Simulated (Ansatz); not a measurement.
GaAs (zinc blende, F-43m), PBE (plane waves, PAW; program Ansatz). The conduction-band minimum lies at Γ, with 1 equivalent valley. Second derivatives d²E/dk² of the lowest band at one valley (eV·Å²), along Cartesian directions:

```csv
direction,d²E/dk²
[100],752.3
[010],752.3
[001],752.3
[110],752.0
[101],752.0
[011],752.0
```

Task: Find the principal effective masses, the density-of-states mass and the conductivity mass.

Result: Off-diagonal terms follow from H_xy = H[110] − (H_xx + H_yy)/2, and m*/mₑ = 7.620 eV·Å² over each eigenvalue: 0.010, 0.010, 0.010. One valley's DOS mass (m₁m₂m₃)^(1/3) = 0.010, conductivity mass 3/(Σ 1/mᵢ) = 0.010 mₑ.

Task: What effective density of states Nc follows at 300 K for parabolic valleys?

Result: Nc = 2.509e19 × 1 × (0.010)^(3/2) ≈ 2.5e16 cm⁻³.

The PBE relaxation kept the symmetry of its start. Spin–orbit coupling is left out wherever it is not named.

Potentials: the later of the program's two PAW sets.

Edges and masses are those of Kohn–Sham bands, whose gap is no quasiparticle gap.
